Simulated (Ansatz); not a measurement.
Ansatz (a first-principles code) input:

Ansatz 0.2 input:
```yaml
crystal:
  lattice:
    - [5.2583494532, 0.0, 0.0]
    - [0.0, 5.2583494532, 0.0]
    - [0.0, 0.0, 5.2583494532]
  atoms:
    - { symbol: Nb, position: [0.25, 0.0, 0.5] }
    - { symbol: Nb, position: [0.75, 0.0, 0.5] }
    - { symbol: Nb, position: [0.5, 0.75, 0.0] }
    - { symbol: Nb, position: [0.5, 0.25, 0.0] }
    - { symbol: Nb, position: [0.0, 0.5, 0.75] }
    - { symbol: Nb, position: [0.0, 0.5, 0.25] }
    - { symbol: Sn, position: [0.0, 0.0, 0.0] }
    - { symbol: Sn, position: [0.5, 0.5, 0.5] }
kpoints:
  mp_grid: { grid: [8, 8, 8] }
hamiltonian:
  xc: pbesol
  pseudopotentials: { azcp: { folder: ./paw }, kind: paw }
scf:
  occupations: { method: fermi_dirac, width: 0.1 }
phonons:
  method: dfpt
  response_accuracy: low
  eigenvectors: true
  rigid_motions: translations
```

Output (shortened):

```
zone centre: on kpoints.mp_grid the ground state, and the responses unless they are solved on pairs of k-points, stand on 125 of the mesh's 512 k-points, …
Pseudopotentials: kind: paw
Pseudopotential: Nb, paw, valence charge 13
Pseudopotential: Sn, paw, valence charge 14
Functional definition: PBEsol
Crystal: 8 atoms, lattice volume = 145.395 Å³
Basis set: ecut = 420 eV, 2897 PW (Γ), exchange–correlation on 72×72×72 points (8 copies of the dense FFT grid, shifted against one another)
Bands: 64, of which v1, the nominal top of the filled ones, is band 53 counted from 1 (52 counted from 0)
Symmetry: 48 space group operations
k-points: 125 of 512 (irreducible under 4 space group operations, time reversal used)
PAW frozen core: Nb, regenerated for the run's functional, and the local potential with it
PAW frozen core: Sn, regenerated for the run's functional, and the local potential with it
Initial density: superposition of atomic densities (chi_scale 0.1, normalization cell, long waves kept (reshape's long-wave potential 0.00 eV rms))
Initial wavefunctions: pseudopotential atomic-orbital guess
Eigensolver: davidson
Functional: x = pbesol(κ = 0.804, μ = 0.12345679012345678), c = pbesol(β = 0.046)
SCF iter   1: F=—  HF=-38877.461330 eV  |F-HF|=—  |Δ(HF+E_count)|=         —  Δρ=6.90e-2  dr2=7.43e0  ethr=3.10e-3  ⟨swp⟩=6.0  Hψ=30597  notcnv=0  defer=10
all-band conjugate gradients solve this SCF's bands
preconditioner: auto → Kerker (q_TF=auto, 2.588 Å⁻¹)
SCF iter   2: F=—  HF=-38875.416253 eV  |F-HF|=—  |Δ(HF+E_count)|=    2.05e0  Δρ=4.06e-2  dr2=2.45e0  ethr=3.10e-3  ⟨swp⟩=2.2  Hψ=14670  notcnv=0  defer=57
SCF iter   3: F=—  HF=-38874.526842 eV  |F-HF|=—  |Δ(HF+E_count)|=   8.89e-1  Δρ=5.99e-3  dr2=6.39e-2  ethr=2.32e-3  ⟨swp⟩=3.1  Hψ=15690  notcnv=0  defer=57
SCF iter   4: F=—  HF=-38874.510622 eV  |F-HF|=—  |Δ(HF+E_count)|=   1.62e-2  Δρ=1.34e-3  dr2=3.88e-3  ethr=6.03e-5  ⟨swp⟩=2.0  Hψ=11351  notcnv=0  defer=57
SCF iter   5: F=—  HF=-38874.509034 eV  |F-HF|=—  |Δ(HF+E_count)|=   1.59e-3  Δρ=3.40e-4  dr2=3.33e-4  ethr=3.66e-6  ⟨swp⟩=2.1  Hψ=12275  notcnv=0  defer=53
SCF iter   6: F=—  HF=-38874.508922 eV  |F-HF|=—  |Δ(HF+E_count)|=   1.12e-4  Δρ=4.98e-5  dr2=3.72e-6  ethr=3.14e-7  ⟨swp⟩=2.0  Hψ=11667  notcnv=0  defer=53
SCF iter   7: F=—  HF=-38874.508923 eV  |F-HF|=—  |Δ(HF+E_count)|=   1.15e-6  Δρ=7.00e-6  dr2=3.33e-8  ethr=3.51e-9  ⟨swp⟩=2.3  Hψ=11452  notcnv=0  defer=44
SCF iter   8: F=—  HF=-38874.508923 eV  |F-HF|=—  |Δ(HF+E_count)|=   5.06e-9  Δρ=9.55e-7  dr2=9.56e-10  ethr=3.15e-11  ⟨swp⟩=2.0  Hψ=12959  notcnv=0  defer=44
SCF iter  10: F=-38874.508923 eV  HF=-38874.508923 eV  |F-HF|=1.46e-11  |Δ(HF+E_count)|=  7.28e-12  Δρ=2.51e-8  dr2=7.42e-13  ethr=1.00e-12  ⟨swp⟩=8.2  Hψ=35210  notcnv=0
SCF 1 converged in 10 iterations: F = -38874.508923 eV  dr2 = 7.42e-13
DFPT response loops at Γ: preconditioner auto → Kerker (q_TF=auto, 2.588 Å⁻¹) (partly filled bands, converged f_vac=0.000) …
SCF converged after 10 iterations
Free energy (F): -38874.508923 eV
Harris-Foulkes:  -38874.508923 eV  (|F-HF|=1.46e-11)
Internal energy: -38874.179911 eV  (E = F + TS)
E sigma→0 (E₀):  -38874.344417 eV
Entropy (-TS):   -0.329012 eV (-41.126 meV/atom)
Fermi energy:    17.471609 eV
--- Per-component energies (eV) ---
  E_band       = -410.427448
  E_kinetic    = 2584.631490
  E_local      = -5364.554559  (includes V_loc(G=0)·N_el)
  E_nonlocal   = 876.284617
  E_hartree    = 2113.009760
  E_xc         = -1241.496258
  E_vxc        = -1367.426473  (∫ρ·V_xc dr)
  E_paw        = -26754.298885  (= ΣΔE_a)
  E_vpaw       = -1365.382911  (= ΣTr[D̂ρ^β])
  E_aug_tail   = 0.000847  (compensation charges beyond the density's cutoff)
  E_ewald      = -11089.458861
  E_core_change = 1.701936  (= ΣΔE_core)
  E_smearing   = -0.329012  (= −TS)
  E_closure    = 0.000000  (closes the sum)
  Σ components = -38874.508923   (vs F -38874.508923, Δ=0.00e0)
  [band-id]    e_kinetic+e_local+e_nonlocal+2·e_hartree+e_vxc+e_vpaw+e_augmentation_tail = -410.427468   (vs E_band -410.427448, Δ=-2.03e-5)
--- Band table (eV; the first three rows and the last of 125) ---
  k-point 0: bands = ["-36.9770", "-36.8984", "-36.8984", "-36.6625", "-36.6625", "-36.6625", "-13.9769", "-13.9769", "-13.8192", "-13.2290", "-13.2290", "-13.2290", "-12.8504", "-12.8504", "-12.8504", "-12.8261", "-12.8261", "-12.8261", "-12.7282", "-12.7282", "-12.7282", "-12.0976", "-12.0976", "-12.0976", "-3.2973", "-3.2973", "-3.2810", "-3.2810", "-3.2552", "-3.2552", "-3.2552", "-3.2519", "-3.2519", "-3.2519", "8.0807", "9.6101", "13.7673", "13.7673", "13.7673", "14.1434", "14.1434", "14.1434", "14.6134", "14.6134", "15.1077", "15.5980", "15.5980", "15.5980", "16.0275", "16.8918", "16.8918", "16.8918", "17.3857", "17.3857", "19.8721", "19.8721", "19.8721", "19.9778", "21.0044", "21.0044", "21.1740", "21.1740", "21.3112", "21.3112"]
  k-point 1: bands = ["-36.9720", "-36.9006", "-36.8917", "-36.6725", "-36.6625", "-36.6625", "-13.9743", "-13.9434", "-13.7957", "-13.2272", "-13.2272", "-13.2116", "-12.8755", "-12.8755", "-12.8458", "-12.8410", "-12.7971", "-12.7971", "-12.7334", "-12.7334", "-12.7329", "-12.1740", "-12.0978", "-12.0978", "-3.2971", "-3.2957", "-3.2818", "-3.2808", "-3.2567", "-3.2567", "-3.2552", "-3.2526", "-3.2526", "-3.2521", "8.1700", "9.5844", "13.8039", "13.8039", "13.8193", "13.8560", "14.1948", "14.1948", "14.5235", "14.8946", "15.2350", "15.5145", "15.5776", "15.5776", "16.0738", "16.8812", "16.9314", "16.9314", "17.4263", "17.4305", "19.7374", "19.8105", "19.8105", "20.2122", "20.7597", "20.8477", "20.9136", "21.1599", "21.1599", "21.1826"]
  k-point 2: bands = ["-36.9595", "-36.9071", "-36.8709", "-36.7009", "-36.6625", "-36.6625", "-13.9669", "-13.9159", "-13.6569", "-13.2233", "-13.2233", "-13.1640", "-12.8992", "-12.8992", "-12.8835", "-12.8327", "-12.7657", "-12.7657", "-12.7463", "-12.7438", "-12.7438", "-12.3878", "-12.0983", "-12.0983", "-3.2962", "-3.2916", "-3.2841", "-3.2806", "-3.2618", "-3.2618", "-3.2550", "-3.2528", "-3.2528", "-3.2527", "8.4182", "9.5068", "13.3420", "13.6957", "13.8865", "13.8865", "14.3213", "14.3213", "14.6975", "15.3060", "15.4428", "15.6028", "15.6028", "15.6028", "16.2034", "16.8389", "16.9223", "16.9223", "17.4564", "17.4661", "19.1856", "19.6888", "19.6888", "20.4470", "20.4674", "20.5780", "20.7941", "20.7941", "20.8737", "21.1441"]
  k-point 124: bands = ["-36.7955", "-36.7955", "-36.7955", "-36.7955", "-36.7955", "-36.7955", "-13.1626", "-13.1626", "-13.1191", "-13.1191", "-13.1191", "-13.1191", "-13.1191", "-13.1191", "-12.8393", "-12.8393", "-12.8393", "-12.8393", "-12.8393", "-12.8393", "-12.7937", "-12.7937", "-12.7937", "-12.7937", "-3.2831", "-3.2831", "-3.2831", "-3.2831", "-3.2687", "-3.2687", "-3.2687", "-3.2687", "-3.2687", "-3.2687", "9.7987", "9.7987", "13.9376", "13.9376", "13.9376", "13.9376", "13.9376", "13.9376", "16.0162", "16.0162", "16.0162", "16.0162", "16.0162", "16.0162", "17.4741", "17.4741", "17.4741", "17.4741", "17.5964", "17.5964", "17.5964", "17.5964", "17.5964", "17.5964", "20.0037", "20.0037", "20.0037", "20.0037", "20.0037", "20.0037"]
  band table: 64 of 64 bands, residual norms ≤ 1.0e-3 eV
--- Phonons (Γ-DFPT): 3 representative perturbations + reference, on 125 of 512 k-points (Σ response iterations 9) ---
  k mesh reduced under 4 symmetry operations, with k and −k counted as one. Each operation leaves every solved displacement unchanged or reverses it
  ASR residual: 7.111e-4 → 0.000e0 eV/Å²; symmetrization residual: 4.293e-4 eV/Å²
  ASR residual per site (eV/Å²): 6.86e-4 6.86e-4 6.86e-4 6.86e-4 6.86e-4 6.86e-4 7.11e-4 7.11e-4
  Γ frequencies (cm⁻¹): 0.00 0.00 0.00 95.72 95.72 95.72 110.37 110.37 110.37 129.78 129.78 129.78 141.16 141.16 141.16 167.76 171.80 171.80 198.29 198.29 198.29 208.93 208.93 208.93
  non-analytic LO–TO correction: not included (Born effective charges unavailable; polar crystals: no LO–TO splitting at Γ)
```

Cost: around 8 core-minutes (rough) on shared cores.

Space group Pm-3n (A15 (Cr3Si type)). Symmetry was held in the PBEsol relaxation; of distortions, only those at the zone centre were tested. No spin polarisation was allowed. As this level gives no gap, phonon frequencies hold no LO–TO term and depend on the k-mesh and smearing (Fermi–Dirac, 0.1 eV here). Spin–orbit coupling is left out wherever it is not named.

Potentials: the earlier of the program's two PAW sets.

Ansatz is a plane-wave DFT program.
